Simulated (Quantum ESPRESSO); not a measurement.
AlSi3NC3, one run as intended and one with a planted mistake

Computed values, not a measurement. The program is pw.x of Quantum ESPRESSO 7.5 (plane-wave density functional theory). The cell is made up: 8 atoms on a wurtzite lattice, with randomly drawn elements, strain and displacements, not relaxed. PseudoDojo standard norm-conserving files (v0.5 for PBE, v0.4.1 for LDA and PBEsol) set the functional; there is no spin polarisation, spin-orbit coupling or dispersion term, and the masses in the input are unused placeholders.

Intended input:

```
&control calculation='scf', pseudo_dir='./dojo.nc.sr.pbe.v0_5.standard.upf', outdir='./o', disk_io='medium', tprnfor=.true., tstress=.true. /
&system ibrav=0, nat=8, ntyp=4, nbnd=22, ecutwfc=84.00895049, nosym=.true., tot_charge=0,
 occupations='smearing', smearing='fd', degauss=0.0018374661
/
&electrons conv_thr=7.350e-09, electron_maxstep=60, /
ATOMIC_SPECIES
Al 1.0 Al.upf
C 1.0 C.upf
N 1.0 N.upf
Si 1.0 Si.upf
CELL_PARAMETERS angstrom
3.087 -0.0047 -0.0068
-0.0081 5.3525 0.0322
-0.0111 0.0304 4.9855
ATOMIC_POSITIONS angstrom
Al 0.0241 0.0654 -0.0364
Si 1.6388 2.793 -0.1741
Si 1.6651 0.7939 2.5623
Si -0.1094 3.5206 2.4463
N -0.1115 -0.0146 1.8958
C 1.594 2.5595 1.8974
C 1.5257 0.9893 4.5201
C 0.1034 3.5444 4.3989
K_POINTS automatic
6 4 4 1 1 1
```

The log is shortened where brackets say so; the opening notice, blank lines, dates and the lines on written files are dropped, and the path of the files is cut. It prints rydbergs, bohrs and kilobars, and counts compression as positive stress. Where no state is partly filled, the Fermi energy that it prints is only some level between the filled and the empty states on the mesh, and need not lie in the true gap.

Log of the intended run:

```
     Program PWSCF v.7.5
     Parallel version (MPI & OpenMP), running on       1 processor cores
     Number of MPI processes:                 1
     Threads/MPI process:                     1
     [start-up lines left out]
     bravais-lattice index     =            0
     lattice parameter (alat)  =       5.8336  a.u.
     unit-cell volume          =     555.8781 (a.u.)^3
     number of atoms/cell      =            8
     number of atomic types    =            4
     number of electrons       =        32.00
     number of Kohn-Sham states=           22
     kinetic-energy cutoff     =      84.0090  Ry
     charge density cutoff     =     336.0358  Ry
     scf convergence threshold =      7.3E-09
     mixing beta               =       0.7000
     number of iterations used =            8  plain     mixing
     Exchange-correlation= PBE
                           (   1   4   3   4   0   0   0)
     [axes and pseudopotential details left out]
   Cartesian axes
     site n.     atom                  positions (alat units)
         1        Al     tau(   1) = (   0.0078069   0.0211855  -0.0117913  )
         2        Si     tau(   2) = (   0.5308695   0.9047587  -0.0563976  )
         3        Si     tau(   3) = (   0.5393891   0.2571743   0.8300262  )
         4        Si     tau(   4) = (  -0.0354388   1.1404559   0.7924494  )
         5        N      tau(   5) = (  -0.0361191  -0.0047295   0.6141215  )
         6        C      tau(   6) = (   0.5163571   0.8291192   0.6146398  )
         7        C      tau(   7) = (   0.4942321   0.3204718   1.4642319  )
         8        C      tau(   8) = (   0.0334952   1.1481656   1.4249706  )
     number of k points=    48  Fermi-Dirac smearing, width (Ry)=  0.0018
                       cart. coord. in units 2pi/alat
        k(    1) = (   0.0836128   0.0717552   0.0771484), wk =   0.0416667
        k(    2) = (   0.0839524   0.0708244   0.2319543), wk =   0.0416667
     [further k points left out]
     Dense  grid:    57749 G-vectors     FFT dimensions: (  36,  60,  60)
     Estimated max dynamical RAM per process >      67.81 MB
     Initial potential from superposition of free atoms
     starting charge      31.9956, renormalised to      32.0000
     Starting wfcs are   32 randomized atomic wfcs
     total cpu time spent up to now is        7.2 secs
     per-process dynamical memory:    54.2 Mb
     Self-consistent Calculation
     iteration #  1     ecut=    84.01 Ry     beta= 0.70
     Davidson diagonalization with overlap
     ethr =  1.00E-02,  avg # of iterations =  3.4
     total cpu time spent up to now is       24.2 secs
     total energy              =     -86.11149356 Ry
     estimated scf accuracy    <       2.17813433 Ry
     iteration #  2     ecut=    84.01 Ry     beta= 0.70
     Davidson diagonalization with overlap
     ethr =  6.81E-03,  avg # of iterations =  2.0
     total cpu time spent up to now is       36.1 secs
     total energy              =     -86.64083720 Ry
     estimated scf accuracy    <       1.42820660 Ry
     [iterations 3 to 10 left out]
     iteration # 11     ecut=    84.01 Ry     beta= 0.70
     Davidson diagonalization with overlap
     ethr =  6.80E-10,  avg # of iterations =  2.0
     total cpu time spent up to now is      191.0 secs
     total energy              =     -86.96258006 Ry
     estimated scf accuracy    <       0.00000003 Ry
     iteration # 12     ecut=    84.01 Ry     beta= 0.70
     Davidson diagonalization with overlap
     ethr =  8.77E-11,  avg # of iterations =  2.3
     total cpu time spent up to now is      207.8 secs
     End of self-consistent calculation
     [lines on levels left out]
     the Fermi energy is    10.7640 ev
!    total energy              =     -86.96258007 Ry
     estimated scf accuracy    <          5.0E-09 Ry
     smearing contrib. (-TS)   =       0.00000000 Ry
     internal energy E=F+TS    =     -86.96258007 Ry
     The total energy is F=E-TS. E is the sum of the following terms:
     one-electron contribution =      15.22431841 Ry
     hartree contribution      =      13.01465541 Ry
     xc contribution           =     -31.21301087 Ry
     ewald contribution        =     -83.98854302 Ry
     convergence has been achieved in  12 iterations
     Forces acting on atoms (cartesian axes, Ry/au):
     atom    1 type  1   force =    -0.02841479   -0.04917660    0.01999871
     atom    2 type  4   force =     0.01212208   -0.13697672    0.11025453
     atom    3 type  4   force =    -0.11779297    0.10224808    0.08552702
     atom    4 type  4   force =     0.11980128   -0.00285328    0.05901320
     atom    5 type  3   force =     0.10456592   -0.08936271    0.01390266
     atom    6 type  2   force =    -0.08607842    0.04140622   -0.05270709
     atom    7 type  2   force =     0.05084306    0.03519093   -0.14779296
     atom    8 type  2   force =    -0.05504615    0.09952407   -0.08819608
     Total force =     0.401963     Total SCF correction =     0.000125
     Computing stress (Cartesian axis) and pressure
          total   stress  (Ry/bohr**3)                   (kbar)     P=      110.98
   0.00154740   0.00004466  -0.00002751          227.63        6.57       -4.05
   0.00004466   0.00056486  -0.00012610            6.57       83.09      -18.55
  -0.00002751  -0.00012610   0.00015110           -4.05      -18.55       22.23
     init_run     :      6.86s CPU      7.05s WALL (       1 calls)
     electrons    :    186.02s CPU    200.67s WALL (       1 calls)
     forces       :      3.57s CPU      3.79s WALL (       1 calls)
     stress       :     13.36s CPU     13.56s WALL (       1 calls)
     [timing details left out]
     PWSCF        :   3m30.07s CPU   3m45.57s WALL
     JOB DONE.
```

A second run has one planted mistake: the smearing is too wide. The input lines that differ, file-writing options aside:

```
- &system ibrav=0, nat=8, ntyp=4, nbnd=22, ecutwfc=84.00895049, nosym=.true., tot_charge=0,
+ &system ibrav=0, nat=8, ntyp=4, nbnd=40, ecutwfc=84.00895049, nosym=.true., tot_charge=0,
-  occupations='smearing', smearing='fd', degauss=0.0018374661
+  occupations='smearing', smearing='fd', degauss=0.0514490510
```

Its log:

```
     Program PWSCF v.7.5
     Parallel version (MPI & OpenMP), running on       1 processor cores
     Number of MPI processes:                 1
     Threads/MPI process:                     1
     [start-up lines left out]
     bravais-lattice index     =            0
     lattice parameter (alat)  =       5.8336  a.u.
     unit-cell volume          =     555.8781 (a.u.)^3
     number of atoms/cell      =            8
     number of atomic types    =            4
     number of electrons       =        32.00
     number of Kohn-Sham states=           40
     kinetic-energy cutoff     =      84.0090  Ry
     charge density cutoff     =     336.0358  Ry
     scf convergence threshold =      7.3E-09
     mixing beta               =       0.7000
     number of iterations used =            8  plain     mixing
     Exchange-correlation= PBE
                           (   1   4   3   4   0   0   0)
     [axes and pseudopotential details left out]
   Cartesian axes
     site n.     atom                  positions (alat units)
         1        Al     tau(   1) = (   0.0078069   0.0211855  -0.0117913  )
         2        Si     tau(   2) = (   0.5308695   0.9047587  -0.0563976  )
         3        Si     tau(   3) = (   0.5393891   0.2571743   0.8300262  )
         4        Si     tau(   4) = (  -0.0354388   1.1404559   0.7924494  )
         5        N      tau(   5) = (  -0.0361191  -0.0047295   0.6141215  )
         6        C      tau(   6) = (   0.5163571   0.8291192   0.6146398  )
         7        C      tau(   7) = (   0.4942321   0.3204718   1.4642319  )
         8        C      tau(   8) = (   0.0334952   1.1481656   1.4249706  )
     number of k points=    48  Fermi-Dirac smearing, width (Ry)=  0.0514
                       cart. coord. in units 2pi/alat
        k(    1) = (   0.0836128   0.0717552   0.0771484), wk =   0.0416667
        k(    2) = (   0.0839524   0.0708244   0.2319543), wk =   0.0416667
     [further k points left out]
     Dense  grid:    57749 G-vectors     FFT dimensions: (  36,  60,  60)
     Estimated max dynamical RAM per process >      77.97 MB
     Initial potential from superposition of free atoms
     starting charge      31.9956, renormalised to      32.0000
     Starting wfcs are   32 randomized atomic wfcs +    8 random wfcs
     total cpu time spent up to now is        9.2 secs
     per-process dynamical memory:    50.6 Mb
     Self-consistent Calculation
     iteration #  1     ecut=    84.01 Ry     beta= 0.70
     Davidson diagonalization with overlap
     ethr =  1.00E-02,  avg # of iterations =  8.7
     total cpu time spent up to now is       47.7 secs
     total energy              =     -86.14162953 Ry
     estimated scf accuracy    <       2.16105017 Ry
     iteration #  2     ecut=    84.01 Ry     beta= 0.70
     Davidson diagonalization with overlap
     ethr =  6.75E-03,  avg # of iterations =  2.0
     total cpu time spent up to now is       67.7 secs
     total energy              =     -86.54066797 Ry
     estimated scf accuracy    <       1.87515979 Ry
     [iterations 3 to 10 left out]
     iteration # 11     ecut=    84.01 Ry     beta= 0.70
     Davidson diagonalization with overlap
     ethr =  4.70E-10,  avg # of iterations =  1.8
     total cpu time spent up to now is      260.0 secs
     total energy              =     -86.99140229 Ry
     estimated scf accuracy    <       0.00000002 Ry
     iteration # 12     ecut=    84.01 Ry     beta= 0.70
     Davidson diagonalization with overlap
     ethr =  6.09E-11,  avg # of iterations =  2.0
     total cpu time spent up to now is      285.8 secs
     End of self-consistent calculation
     [lines on levels left out]
     the Fermi energy is    10.7940 ev
!    total energy              =     -86.99140229 Ry
     estimated scf accuracy    <          3.0E-09 Ry
     smearing contrib. (-TS)   =      -0.10377696 Ry
     internal energy E=F+TS    =     -86.88762533 Ry
     The total energy is F=E-TS. E is the sum of the following terms:
     one-electron contribution =      15.34216918 Ry
     hartree contribution      =      12.94478882 Ry
     xc contribution           =     -31.18604031 Ry
     ewald contribution        =     -83.98854302 Ry
     convergence has been achieved in  12 iterations
     Forces acting on atoms (cartesian axes, Ry/au):
     atom    1 type  1   force =    -0.02784696   -0.05377539    0.03216470
     atom    2 type  4   force =     0.01243813   -0.12828121    0.11343312
     atom    3 type  4   force =    -0.11427837    0.09090661    0.06986909
     atom    4 type  4   force =     0.11652122    0.00545438    0.05016900
     atom    5 type  3   force =     0.10325641   -0.08419967    0.01233465
     atom    6 type  2   force =    -0.08621191    0.03509525   -0.04817712
     atom    7 type  2   force =     0.04906475    0.04241221   -0.14296638
     atom    8 type  2   force =    -0.05294327    0.09238782   -0.08682706
     Total force =     0.385902     Total SCF correction =     0.000104
     Computing stress (Cartesian axis) and pressure
          total   stress  (Ry/bohr**3)                   (kbar)     P=      126.98
   0.00170155   0.00005966  -0.00001903          250.31        8.78       -2.80
   0.00005966   0.00063870  -0.00011465            8.78       93.96      -16.87
  -0.00001903  -0.00011465   0.00024925           -2.80      -16.87       36.67
     init_run     :      8.42s CPU      9.13s WALL (       1 calls)
     electrons    :    251.68s CPU    276.61s WALL (       1 calls)
     forces       :      4.25s CPU      4.35s WALL (       1 calls)
     stress       :     13.17s CPU     13.30s WALL (       1 calls)
     [timing details left out]
     PWSCF        :   4m37.72s CPU   5m 3.79s WALL
     JOB DONE.
```

```
                                            intended run  run with the mistake
                          free energy (eV)     -1183.186             -1183.578
                    smearing term -TS (eV)        0.0000               -1.4120
                            pressure (GPa)         11.10                 12.70
            largest force component (eV/Å)         3.800                 3.676
largest change of a force component (eV/Å)                               0.403
                                iterations            12                    12
```

For scale, a rerun of the intended cell at 1437 eV and a 8 x 6 x 6 mesh moved values by no more than 0.002 eV in energy, 0.08 GPa in stress and 0.005 eV/Å in force. The number of bands, nbnd, was set by rule from the electron count and the smearing, so it follows the mistake.